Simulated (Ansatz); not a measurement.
Relaxed-ion elastic tensor of BiSe (rock salt, space group No. 225) in GPa (Voigt order), the program Ansatz at the PBEsol level (PAW); density 8.59 g/cm³, 27.84 Å³ per atom.

```
 125  32.2  32.2   0.0   0.0   0.0
32.2   125  32.2   0.0   0.0   0.0
32.2  32.2   125   0.0   0.0   0.0
 0.0   0.0   0.0  -8.5   0.0   0.0
 0.0   0.0   0.0   0.0  -8.5   0.0
 0.0   0.0   0.0   0.0   0.0  -8.5
```

Task: Is the crystal mechanically stable?

Result: No: the smallest eigenvalue of C is -8.5 GPa.

Space group Fm-3m (rock salt). The workflow started from an entry of the Crystallography Open Database (COD), which files this formula under 2 space groups. Its standing as an ambient phase is unchecked. Symmetry was held in the PBEsol relaxation. At this level the phase is mechanically unstable. As this level gives no gap, shear constants depend on the k-mesh and smearing (Fermi–Dirac, 0.1 eV here). Scalar-relativistic: spin–orbit coupling is off unless named, which matters more the heavier the elements.

Potentials: the later of the program's two PAW sets.
